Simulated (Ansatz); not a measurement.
TiO$_{2}$:
```xyz
6
Lattice="4.6432 0.0000 0.0000 0.0000 4.6432 0.0000 0.0000 0.0000 2.9639" Properties=species:S:1:pos:R:3 pbc="T T T"
Ti     0.0000     0.0000     0.0000
Ti     2.3216     2.3216     1.4820
O      1.4168     1.4168     0.0000
O      0.9048     3.7384     1.4820
O      3.2264     3.2264     0.0000
O      3.7384     0.9048     1.4820
```

Relaxed with PBE.

Q: Give the optical modes at the zone centre with their infrared and Raman activity from DFPT, plane-wave PAW PBE (Ansatz code).

A: Transverse frequencies, without the LO–TO term; a row sums one degenerate level.

```tsv
ω (cm⁻¹)	degeneracy	IR ((D/Å)²/amu)	Raman (Å⁴/amu)	activity	symmetry
107i	1	144.32	0	IR	A2u
74i	2	191.22	0	IR	Eu
37i	1	0.00	0	silent	B1u
150	1	0.00	0.47	Raman	B1g
355	2	3.18	0	IR	Eu
356	1	0.00	0	silent	B1u
417	1	0.00	0	silent	A2g
429	2	0.00	590	Raman	Eg
469	2	29.52	0	IR	Eu
567	1	0.00	1600	Raman	A1g
771	1	0.00	0.083	Raman	B2g
```

Q: How high does the top mode go among those that the LO–TO term moves?

A: 744 cm⁻¹ for q along x, 744 cm⁻¹ for q along y, 728 cm⁻¹ for q along z.

Space group P4_2/mnm (rutile). Symmetry was held in the PBE relaxation. At this level the phase is dynamically unstable (imaginary phonons). The run is not spin-polarised.

Potentials: the later of the program's two PAW sets.
